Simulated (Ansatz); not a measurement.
**Data sheet: SnGe3 (DFT)**

SnGe3:
```yaml
crystal:
  lattice:
    - [-2.19702, 2.19702, 4.25144]
    - [2.19702, -2.19702, 4.25144]
    - [2.19702, 2.19702, -4.25144]
  atoms:
    - { symbol: Sn, position: [0.00000, 0.00000, 0.00000] }
    - { symbol: Ge, position: [0.75000, 0.25000, 0.50000] }
    - { symbol: Ge, position: [0.25000, 0.75000, 0.50000] }
    - { symbol: Ge, position: [0.50000, 0.50000, 0.00000] }
```

Space group I4/mmm (No. 139); conventional cell a = 4.3940 Å, b = 4.3940 Å, c = 8.5029 Å, α = 90.00°, β = 90.00°, γ = 90.00°.

Method: PBEsol in the plane-wave PAW code Ansatz. Structure relaxed to zero pressure with the same functional. Other levels are named where they apply.

**Cell and energy**

```yaml
volume_per_atom: 20.52 Å³
density: 6.81 g/cm³
Formation energy from the elements (no fitted shifts): 0.24 eV/atom
```

**Electronic structure**

```yaml
electronic_character: metallic (no gap)
Density of states at the Fermi level: 0.44 states/eV per atom (mean over ±0.08 eV)
Gap with spin–orbit coupling: none (metallic)
```

**Mechanics**

```yaml
Bulk modulus (Birch–Murnaghan fit): 68.0 GPa
Pressure derivative B′: 4.8
```

**Phonons**

```yaml
highest_zone_centre_frequency: 117 cm⁻¹
zone_centre_stability: unstable, softest mode 19i cm⁻¹
```

The first step of the workflow began from a Materials Project structure, measured or hypothetical; the Crystallography Open Database copy checked does not list it. Whether it is the stable phase at ambient conditions was not checked. The PBEsol relaxation kept the symmetry of its start; phonons show weakly imaginary modes. Its formation energy is positive at this level, so the cell may be metastable or incomplete. As this level gives no gap, phonon frequencies hold no LO–TO term and depend on the k-mesh and smearing (Fermi–Dirac, 0.1 eV here). The references are the lowest solids computed at this level, not always the standard phases. Spin–orbit coupling is left out wherever it is not named.

Potentials: the later of the program's two PAW sets.
